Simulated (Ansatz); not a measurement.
NaAu$_{2}$:
```yaml
crystal:
  lattice:
    - [0.00000, 3.90071, 3.90071]
    - [3.90071, 0.00000, 3.90071]
    - [3.90071, 3.90071, 0.00000]
  atoms:
    - { symbol: Na, position: [0.50000, 0.50000, 0.50000] }
    - { symbol: Na, position: [0.75000, 0.75000, 0.75000] }
    - { symbol: Au, position: [0.12500, 0.12500, 0.12500] }
    - { symbol: Au, position: [0.62500, 0.12500, 0.12500] }
    - { symbol: Au, position: [0.12500, 0.12500, 0.62500] }
    - { symbol: Au, position: [0.12500, 0.62500, 0.12500] }
```

Relaxed with PBEsol. Special points in fractions of this cell's reciprocal vectors: Γ (0.000, 0.000, 0.000); X (0.500, 0.000, 0.500); U (0.625, 0.250, 0.625); K (0.375, 0.375, 0.750); L (0.500, 0.500, 0.500); W (0.500, 0.250, 0.750).

Task: List the band energies nearest the Fermi level at these points for PBEsol with spin–orbit coupling (plane waves, PAW; program Ansatz).

Result: In eV from the Fermi level; about four levels below and three above (degenerate sets whole), none deeper than 8.9 eV; points with the same levels are listed once.

```tsv
k	below	above
Γ	-1.14 -1.14 -1.14 -1.14 -0.12 -0.12	0.78 0.78 0.78 0.78
X	-2.54 -2.54 -2.54 -2.54	0.63 0.63 0.63 0.63
U	-2.42 -2.42 -1.26 -1.26	0.80 0.80 1.02 1.02
L	-2.36 -2.36 -1.27 -1.27	0.45 0.45 1.49 1.49
W	-1.07 -1.07 -0.85 -0.85	3.45 3.45 3.51 3.51
```

Space group Fd-3m (cubic Laves (MgCu2 type)). The workflow started from an entry of the Crystallography Open Database (COD). Whether it is the stable phase at ambient conditions was not checked. The cell was relaxed with PBEsol under the symmetry of its start; of distortions, only those at the zone centre were tested.

Potentials: the later of the program's two PAW sets.
